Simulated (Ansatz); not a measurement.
Computed with DFT PBE, scalar-relativistic, plane waves, PAW (Ansatz 0.2.0). Settings: cutoff 420 eV, Γ-centred meshes spaced at most about 0.3 Å⁻¹, and about 0.25 Å⁻¹ or finer for metals (2π included), Gaussian smearing. Collinear spin in cells that started with moments and kept them past the coarse steps, no spin elsewhere.

Each of these unrelaxed guesses is relaxed in cell and atoms within its symmetry. A guess keeps its type if space group and coordination stay and the shape of the cell changes little (axis ratios within about 15 %, angles within 6°); the volume may change.

1. Hf2ZrC3

```
CELL_PARAMETERS angstrom
2.58073 1.48999 4.36643
-2.58073 1.48999 4.36643
0.00000 -2.97997 4.36643
ATOMIC_POSITIONS crystal
Zr 0.50000 0.50000 0.50000
Hf 0.87337 0.87337 0.87337
Hf 0.12663 0.12663 0.12663
C 0.50000 0.00000 0.50000
C 0.50000 0.50000 0.00000
C 0.00000 0.50000 0.50000
```

2. TaPbO4 (collinear spin from parallel moments)

```
CELL_PARAMETERS angstrom
0.00000 3.53870 3.53870
3.53870 0.00000 3.53870
3.53870 3.53870 0.00000
ATOMIC_POSITIONS crystal
Ta 0.75000 0.75000 0.75000
Pb 0.00000 0.00000 0.00000
O 0.87470 0.37510 0.37510
O 0.37510 0.37510 0.37510
O 0.37510 0.87470 0.37510
O 0.37510 0.37510 0.87470
```

3. ScBSbP3

```
CELL_PARAMETERS angstrom
4.68252 0.00000 0.00000
0.00000 4.68252 0.00000
0.00000 0.00000 5.21161
ATOMIC_POSITIONS crystal
Sc 0.00000 0.00000 0.50000
B 0.50000 0.50000 0.00000
Sb 0.00000 0.00000 0.00000
P 0.50000 0.00000 0.50000
P 0.00000 0.50000 0.50000
P 0.50000 0.50000 0.50000
```

Q: Which keep their type?

A: Guesses 2 and 3 keep their type.

| guess | kept | start group | end group | V start (Å³/atom) | V end | b/a and c/a, end over start | nearest neighbours start | nearest neighbours end |
| --- | --- | --- | --- | --- | --- | --- | --- | --- |
| 1 | no | R-3m | R-3m | 16.8 | 15.6 | 1.00, 0.63 | C 6, Hf 16, Zr 12 | C 4, Hf 3, Zr 6 |
| 2 | yes | F-43m | F-43m | 14.8 | 11.8 | 1.00, 1.00 | O 6, Pb 16, Ta 16 | O 6, Pb 16, Ta 16 |
| 3 | yes | P4/mmm | P4/mmm | 19.0 | 22.1 | 1.00, 0.96 | B 2, P 4/6, Sb 2, Sc 6 | B 2, P 4/6, Sb 2, Sc 6 |

Neighbours count within 15 % of an atom's shortest distance; end groups are read at 0.02 Å (0.05 Å in metals).

Spin–orbit coupling, which can matter for Hf, Pb, Sb and Ta, is left out. Another magnetic order may lie lower. Cells relaxed within their symmetry can be saddle points.

In counts of neighbours, a slash parts the counts of unlike sites.
